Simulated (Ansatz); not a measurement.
InAs:
```xyz
2
Lattice="0.0000 3.0542 3.0542 3.0542 0.0000 3.0542 3.0542 3.0542 0.0000" Properties=species:S:1:pos:R:3 pbc="T T T"
As     4.5812     4.5812     4.5812
In     0.0000     0.0000     0.0000
```

Relaxed with r²SCAN.

Q: Map the valence electron density (e/Å³), cut off at 1 on the plane through (0.750, 0.750, 0.750) spanned by u = [1, 0, 0] and v = [-1, 1, 1] in lattice vectors, from the program Ansatz at the r²SCAN level (PAW).

A: x is the fraction of u, y of v (the angle between them is 90°; rows are the nearest grid lines); atoms in the plane: As at (0.00, 0.00), In at (0.50, 0.25).
```
y \ x   0.000  0.0909  0.182  0.273  0.364  0.455  0.545  0.636  0.727  0.818  0.909   1.00
------  -----  ------  -----  -----  -----  -----  -----  -----  -----  -----  -----  -----
1.00     1.00    1.00   1.00  0.327  0.152  0.099  0.099  0.152  0.327   1.00   1.00   1.00
0.935    1.00    1.00  0.642  0.225  0.089  0.047  0.047  0.089  0.225  0.642   1.00   1.00
0.839   0.488   0.387  0.208  0.090  0.037  0.019  0.019  0.037  0.090  0.208  0.387  0.488
0.774   0.178   0.149  0.090  0.044  0.021  0.013  0.013  0.021  0.044  0.090  0.149  0.178
0.677   0.044   0.039  0.029  0.021  0.017  0.015  0.015  0.017  0.021  0.029  0.039  0.044
0.613   0.021   0.020  0.019  0.020  0.023  0.026  0.026  0.023  0.020  0.019  0.020  0.021
0.548   0.013   0.014  0.019  0.028  0.040  0.050  0.050  0.040  0.028  0.019  0.014  0.013
0.452   0.013   0.017  0.032  0.067  0.128  0.189  0.189  0.128  0.067  0.032  0.017  0.013
0.387   0.021   0.028  0.057  0.148  0.415  0.904  0.904  0.415  0.148  0.057  0.028  0.021
0.323   0.044   0.054  0.103  0.331   1.00   1.00   1.00   1.00  0.331  0.103  0.054  0.044
0.226   0.178   0.184  0.224  0.517   1.00   1.00   1.00   1.00  0.518  0.224  0.184  0.178
0.161   0.488   0.444  0.375  0.426   1.00   1.00   1.00   1.00  0.426  0.375  0.443  0.488
0.0645   1.00    1.00  0.773  0.380  0.262  0.269  0.269  0.262  0.380  0.773   1.00   1.00
0.000    1.00    1.00   1.00  0.327  0.152  0.099  0.099  0.152  0.327   1.00   1.00   1.00
```

The density is the valence pseudo-density with augmentation charge, so density and ELF within about 1 Å of a nucleus are not all-electron values.

Space group F-43m (zinc blende). The cell was relaxed with r²SCAN under the symmetry of its start.

Potentials: the later of the program's two PAW sets.
